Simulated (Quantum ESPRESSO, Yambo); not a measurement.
For CsBH4 (space group F-43m, No. 216), Yambo gives the independent-particle static dielectric constant along x as 2.6 on PBEsol bands and 2.25 after a scissor of 2.83 eV widens every gap (4×4×4 mesh, 130 bands, 3 Ry local-field block, 0.2 eV broadening).

### Question
A scissor keeps the position matrix elements. In a one-oscillator model, how does ε − 1 scale, and what mean transition energy do the two values imply?

### Answer
Each transition adds |r|²/E to ε − 1, so ε − 1 ∝ 1/(E0 + Δ). Then (2.25 − 1)/(2.6 − 1) = E0/(E0 + Δ) = 0.781, and E0 = Δ(ε' − 1)/(ε − ε') = 10.1 eV. The computed Im ε, weighted by 1/E up to 20 eV, has its mean at 10.5 eV; the smallest direct PBEsol gap is 5.52 eV. The scissor comes from a G0W0 run whose convergence isn't established. Convergence of the RPA response with its 4×4×4 mesh was not tested.

Bands from Quantum ESPRESSO.

Geometry of the Materials Project entry, not relaxed at this level; primitive cell a = b = c = 5.1845 Å, α = β = γ = 60.00°.

The structure is a Materials Project entry; no match was found in the copy of COD used, and its stability was not checked.
